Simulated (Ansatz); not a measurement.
A trial cell of Be₂Se, before relaxation:

```xyz
3
Lattice="4.0301 0.0000 0.0000 -2.0150 3.4902 0.0000 0.0000 0.0000 2.8116" Properties=species:S:1:pos:R:3 pbc="T T T"
Be    0.0000    2.3268    1.4474
Be    2.0150    1.1634    1.3641
Se    0.0000    0.0000    0.0000
```

Computed with DFT PBE, scalar-relativistic, plane waves, PAW (Ansatz 0.2.0). Cutoff 420 eV, Gaussian smearing, Γ-centred meshes. Cell and atoms relax on a converged mesh. In metals the finer mesh still leaves noise of several meV/atom or more. The steps can't lower the symmetry of their start. No spin polarisation.

A guess keeps its type if space group and coordination stay and the shape of the cell changes little (axis ratios within about 15 %, angles within 6°); the volume may change.

Question: Does this structure survive the relaxation?

Answer: It doesn't keep its type. The symmetry stays P-3m1 (No. 164). The end has the anti-cadmium iodide type. The volume per atom grows by 6.0 %, from 13.2 to 14.0 Å³. The shortest distance goes from 2.33 Å (Be–Be) to 2.36 Å (Be–Se). The ratio c/a of the conventional cell changes by a factor of 1.85. Counting neighbours within 15 % of an atom's shortest distance, the start has Be 3, Se 14 and the end Be 6, Se 6. In detail, at the end Be has 3 Se at 2.36 Å and 3 Be at 2.53 Å; Se has 6 Be at 2.36 Å.

```cif
data_structure
_symmetry_space_group_name_H-M 'P 1'
_symmetry_Int_Tables_number 1
_cell_length_a 3.3493
_cell_length_b 3.3493
_cell_length_c 4.3145
_cell_angle_alpha 90.000
_cell_angle_beta 90.000
_cell_angle_gamma 120.000
_cell_volume 41.91
loop_
_atom_site_label
_atom_site_type_symbol
_atom_site_fract_x
_atom_site_fract_y
_atom_site_fract_z
_atom_site_occupancy
Be1 Be 0.33333 0.66667 0.68823 1
Be2 Be 0.66667 0.33333 0.31177 1
Se1 Se 0.00000 0.00000 0.00000 1
```

Energies over the elements count from the elements' standard structures at the same level, with no fitted energy shifts.

Question: At what energy does it end?

Answer: +0.30 eV/atom. It can't be a ground state, since the elements alone are lower.

The last run used an 18×18×12 mesh (in the run's order of axes) for its 3-atom cell and Gaussian smearing of 0.10 eV. The reference form of Se is held partly by dispersion forces, which this level lacks. A structure relaxed within its symmetry needn't be a true minimum. Another cell of Be2Se relaxed alike, in C2/m, lies 0.42 eV/atom lower, so this cell isn't the stable form at this level.
